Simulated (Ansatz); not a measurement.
Structure: InSe (started from an entry of an open crystallographic database), at its r2SCAN+rVV10 minimum. Space group P6_3/mmc (No. 194), hexagonal; a = 4.018 Å, c = 16.926 Å in the conventional setting, 29.58 Å³ an atom. In has 3 Se at 2.64 Å and 1 In at 2.79 Å; Se has 3 In at 2.64 Å.

```
In Se
1.0
     4.01811    0.00000    0.00000
    -2.00906    3.47979    0.00000
     0.00000    0.00000   16.92561
In Se
4 4
Direct
  0.33333 0.66667 0.16770
  0.66667 0.33333 0.66770
  0.33333 0.66667 0.33230
  0.66667 0.33333 0.83230
  0.33333 0.66667 0.59279
  0.66667 0.33333 0.09279
  0.33333 0.66667 0.90721
  0.66667 0.33333 0.40721
```

3 runs of the PAW code Ansatz on this cell differ in the functional (and in the settings that go with it). Levels are in eV from each run's valence top; v1 is the last filled band, c1 the first empty one.

Run A, mean stress +2.4 GPa (compression positive):
```
point     v2     v1    c1    c2
    Γ  -1.11   0.00  0.45  1.68
    M  -2.00  -1.37  1.24  1.28
    K  -1.69  -1.69  1.59  2.12
    A  -0.86  -0.86  1.23  1.23
    L  -1.68  -1.68  1.52  1.52
    H  -1.56  -1.56  1.82  1.82
```

Run B, mean stress +0.8 GPa (compression positive):
```
point     v2     v1    c1    c2
    Γ  -1.17   0.00  0.88  2.03
    M  -2.04  -1.42  1.54  1.58
    K  -1.76  -1.76  1.79  2.32
    A  -0.80  -0.80  1.58  1.58
    L  -1.73  -1.73  1.80  1.80
    H  -1.63  -1.63  2.02  2.02
```

Run C, mean stress +0.6 GPa (compression positive):
```
point     v2     v1    c1    c2
    Γ  -1.25   0.00  1.78  3.07
    M  -2.17  -1.49  2.49  2.64
    K  -1.84  -1.84  2.78  3.33
    A  -0.83  -0.83  2.52  2.52
    L  -1.82  -1.82  2.77  2.77
    H  -1.72  -1.72  3.02  3.02
```

Question: Match the runs to PBE, r2SCAN, PBE0.

Answer: A is PBE, B is r2SCAN, C is PBE0. In order of the gap: PBE 0.45, r2SCAN 0.88, PBE0 1.78 eV.

(Simulation; spin polarisation is off.)

Spin-orbit coupling is left out, which matters wherever the heavy atoms make up the band edges.

The stress of a hybrid is loosely converged in these runs.

The meshes of the hybrids are coarse, so their gaps aren't converged to the digits shown.
